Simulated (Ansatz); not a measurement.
## AlN, first-principles data

AlN:
```
AlN
1.0
    2.83285     0.00000     0.00000
   -1.41642     2.45332     0.00000
    0.00000     0.00000     4.84096
Al N
2 2
Direct
  0.00000   0.00000   0.00000
  0.00000   0.00000   0.50000
  0.33333   0.66667   0.25000
  0.66667   0.33333   0.75000
```

Space group P6_3/mmc (No. 194), NiAs type; conventional cell a = 2.8328 Å, b = 2.8328 Å, c = 4.8410 Å, α = 90.00°, β = 90.00°, γ = 120.00°.

Method: the program Ansatz at the r²SCAN level (PAW). Geometry: relaxed at this level of theory. Other levels are named where they apply.

Cell and energy:

| Item | Value |
|---|---|
| Volume per atom | 8.41 Å³ |
| Density | 4.05 g/cm³ |
| Formation energy from the elements (no fitted shifts) | -1.28 eV/atom |

Electronic structure:

| Quantity | Result |
|---|---|
| Band gap | 5.69 eV (indirect) |
| Valence-band maximum | at Γ |
| Conduction-band minimum | on the L–M line, 37 % of the way from L (6 equivalent valleys) |
| Smallest direct gap on the standard path | 5.91 eV |
| Electron effective mass | 0.29, 0.48, 0.76 mₑ (principal values) |
| Hole effective mass, band 1 of 2 at the edge | 2.5 along x, 2.7 along z (mₑ) |
| Hole effective mass, band 2 of 2 at the edge | 0.26 along x, 2.7 along z (mₑ) |

Mechanics:

| Item | Value |
|---|---|
| Bulk modulus (Birch–Murnaghan fit) | 263 GPa |
| Pressure derivative B′ | 4.0 |
| Elastic constants (relaxed ions, GPa) | C11 = 617, C12 = 155, C13 = -22.7, C33 = 929, C44 = 111 |
| Mechanical stability | stable (all eigenvalues of C positive) |
| Hill bulk and shear moduli | 264 and 200 GPa |
| Young's modulus | 479 GPa |
| Poisson's ratio | 0.20 |
| Debye temperature from the elastic constants | 1140 K |

A made-up cell: these elements were put on the sites of a structure type; the Crystallography Open Database copy checked does not list it. It is not the phase usual at ambient conditions (space group No. 186, 216). Symmetry was held in the r²SCAN relaxation; its stability against distortions is not shown here. The references are the lowest solids computed at this level, not always the standard phases (solids in place of the gases).

Potentials: the later of the program's two PAW sets.
